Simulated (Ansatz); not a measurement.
## FeGe: settings compared (Ansatz)

input.yaml:

```yaml
crystal:
  lattice:
    - [4.663492, 0.0, 0.0]
    - [0.0, 4.663492, 0.0]
    - [0.0, 0.0, 4.663492]
  atoms:
    - { symbol: Ge, position: [0.842, 0.842, 0.842] }
    - { symbol: Ge, position: [0.658, 0.158, 0.342] }
    - { symbol: Ge, position: [0.342, 0.658, 0.158] }
    - { symbol: Ge, position: [0.158, 0.342, 0.658] }
    - { symbol: Fe, position: [0.135, 0.135, 0.135] }
    - { symbol: Fe, position: [0.365, 0.865, 0.635] }
    - { symbol: Fe, position: [0.635, 0.365, 0.865] }
    - { symbol: Fe, position: [0.865, 0.635, 0.365] }
  symmetry: { tolerance: 0.0003 }
kpoints:
  mp_grid: { grid: [4, 4, 4], shift: [0, 0, 0] }
magnetization:
  spin_polarized: false
scf:
  occupations: { method: gaussian, width: 0.0321 }
hamiltonian:
  pseudopotentials: { kind: paw }
  xc: pbe
basis:
  ecutwfc: 420
output:
  forces: true
  stress: true
  eigenvalues: true
```

Run with:

```bash
ansatz run input.yaml --threads 1 --pin off --max-ram 2560MiB --backend cpu --events-out ev --progress --plain --runs-dir out
```

Origin of the cell: a database entry, scaled a little.

Output of this run (shortened):

```
SCF iter   1: F=—  HF=-35102.376258 eV  Δρ=9.98e-3  dr2=2.68e-2  defer=16
SCF iter   2: F=—  HF=-35102.369470 eV  Δρ=3.65e-3  dr2=4.09e-3  defer=60
SCF iter   3: F=—  HF=-35102.369168 eV  Δρ=8.59e-4  dr2=2.69e-4  defer=31
SCF iter   4: F=—  HF=-35102.369214 eV  Δρ=1.01e-4  dr2=5.38e-6  defer=31
SCF iter   5: F=—  HF=-35102.369378 eV  Δρ=2.28e-5  dr2=2.77e-7  defer=31
SCF iter   6: F=-35102.369377 eV  HF=-35102.369378 eV  Δρ=9.42e-6  dr2=5.14e-8
SCF 1 converged in 6 iterations: F = -35102.369377 eV  dr2 = 5.14e-8
SCF converged after 6 iterations
Free energy (F): -35102.369377 eV
Harris-Foulkes:  -35102.369378 eV  (|F-HF|=3.58e-8)
Internal energy: -35102.368758 eV  (E = F + TS)
E sigma→0 (E₀):  -35102.369068 eV
Entropy (-TS):   -0.000620 eV (-0.077 meV/atom)
Fermi energy:    16.989856 eV
--- Per-component energies (eV) ---
  E_band       = -1066.223104
  E_kinetic    = 1872.101338
  E_local      = -16247.225281  (includes V_loc(G=0)·N_el)
  E_nonlocal   = 2545.180129
  E_hartree    = 7044.878046
  E_xc         = -781.034705
  E_vxc        = -875.899932  (∫ρ·V_xc dr)
  E_paw        = -13545.957202  (= ΣΔE_a)
  E_vpaw       = -2450.137463  (= ΣTr[D̂ρ^β])
  E_aug_tail   = 0.004691  (compensation charges beyond the density's cutoff)
  E_ewald      = -15990.315774
  E_smearing   = -0.000620  (= −TS)
  Σ components = -35102.369377   (vs F -35102.369377, Δ=0.00e0)
--- Forces (eV/Å), atoms counted from 1 ---
  atom   1  Ge    -0.231022    -0.231022    -0.231022
  atom   2  Ge     0.231022     0.231022    -0.231022
  atom   3  Ge    -0.231022     0.231022     0.231022
  atom   4  Ge     0.231022    -0.231022     0.231022
  atom   5  Fe    -0.083418    -0.083418    -0.083418
  atom   6  Fe     0.083418     0.083418    -0.083418
  atom   7  Fe    -0.083418     0.083418     0.083418
  atom   8  Fe     0.083418    -0.083418     0.083418
  max |Σ_I F_I| component: 4.16e-17 eV/Å
--- Stress (GPa, compression-positive) ---
       -3.192307       0.000000      -0.000000
        0.000000      -3.192307      -0.000000
        0.000000       0.000000      -3.192307
  P = ⅓ Tr σ = -3.1923 GPa (-31.923 kbar)
```

The same input was run again with these changes:

1. `scf.n_extra_bands` default → 8; `hamiltonian.xc` pbe → lda
2. `hamiltonian.xc` pbe → lda; `basis.ecutwfc` 420 → "18.4 Ry"
3. `hamiltonian.hubbard` default → { sites: [{ species: Fe, l: d, u_eff: 8.0 }], double_counting: fll }; `scf.algorithm` default → direct_min
4. `magnetization` { spin_polarized: false } → default; `crystal.atoms[0].spin` default → 2.0; `scf.max_iter` default → 50; typed moments: Ge1 2

```csv
run,end,SCF iterations,P (GPa),max force component (eV/Å),moment (μB),ΔE(σ→0) (meV/atom)
base,converged,6,-3.19,0.231,–,0
1,converged,7,-15.60,0.268,–,–
2,converged,8,-12.71,0.309,–,–
3,converged,7,7.10,0.600,–,–
4,input refused,0,–,–,–,–
```

Energies are compared only where functional, datasets, charge and starting cell are the same.

Not properties of the system: run 2 (too coarse or loose: `basis.ecutwfc` = "18.4 Ry").

Run 1: no spin polarisation, so a magnetic state may lie lower; the k mesh is coarse if the cell is a metal.
Run 2: no spin polarisation, so a magnetic state may lie lower; the cutoff lies below the datasets' advice; the k mesh is coarse if the cell is a metal.

Time of the base run: 2.8 s on 1 thread of Intel(R) Xeon(R) 6975P-C (Granite Rapids), with other jobs on the host, peak memory 0.39 GiB, from the program's own first density.
